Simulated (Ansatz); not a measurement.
Na:
```xyz
1
Lattice="-2.0266 2.0266 2.0266 2.0266 -2.0266 2.0266 2.0266 2.0266 -2.0266" Properties=species:S:1:pos:R:3 pbc="T T T"
Na     0.0000     0.0000     0.0000
```

Relaxed with LDA.

Question: List the phonon frequencies at the special points (DFPT on a 4×4×4 q-mesh, Fourier-interpolated; plane-wave PAW LDA (Ansatz code)).

Answer: In cm⁻¹.

```
q  frequencies
-  -----------
Γ        0 0 0
H  131 131 131
N    29 92 138
P  104 104 104
```

Space group Im-3m (bcc (W type)). The cell was relaxed with LDA under the symmetry of its start; phonons on a q-mesh show no instability. As this level gives no gap, phonon frequencies hold no LO–TO term and depend on the k-mesh and smearing (Fermi–Dirac, 0.1 eV here).

Potentials: the earlier of the program's two PAW sets.
